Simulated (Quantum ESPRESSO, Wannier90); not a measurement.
# BeS (zinc blende): Wannier90 run

```xyz
2
Lattice="0.0000 2.4352 2.4352 2.4352 0.0000 2.4352 2.4352 2.4352 0.0000" Properties=species:S:1:pos:R:3 pbc="T T T"
Be     0.0000     0.0000     0.0000
S      1.2176     1.2176     1.2176
```

Materials Project entry mp-422; symmetrised, unrelaxed at this level. COD (Crystallography Open Database) has an entry of this formula and space group (matched by these alone). Computed values, not measurements, from PBEsol: Quantum ESPRESSO (norm-conserving PseudoDojo potentials, cutoff 71 Ry, no spin polarisation, no spin-orbit coupling) on a Γ-centred 12×12×12 mesh, then Wannier90. Density: 12×12×12 mesh, cold smearing 0.01 Ry.

Bands 3-5 form an isolated set from -5.77 to 0.00 eV relative to the valence-band maximum (on the path) and are turned into 3 Wannier functions by minimising the spread from the start: atomic waves S 3p.

Centres (Cartesian, Å; one of the equivalent choices) and spreads:

| n | x | y | z | spread (Å²) | nearest atom |
|---|---|---|---|---|---|
| 1 | 1.218 | 1.218 | 1.218 | 1.962 | S2 |
| 2 | 1.218 | 1.218 | 1.218 | 1.962 | S2 |
| 3 | 1.218 | 1.218 | 1.218 | 1.962 | S2 |

Ω_I = 5.66 Å², Ω_total = 5.89 Å²; the interpolated bands follow pw.x to 0.2 meV rms on the path. Only this start was tried; a symmetric start can stop on a saddle, and mixtures of these functions could lower the total by at most Ω_total − Ω_I.
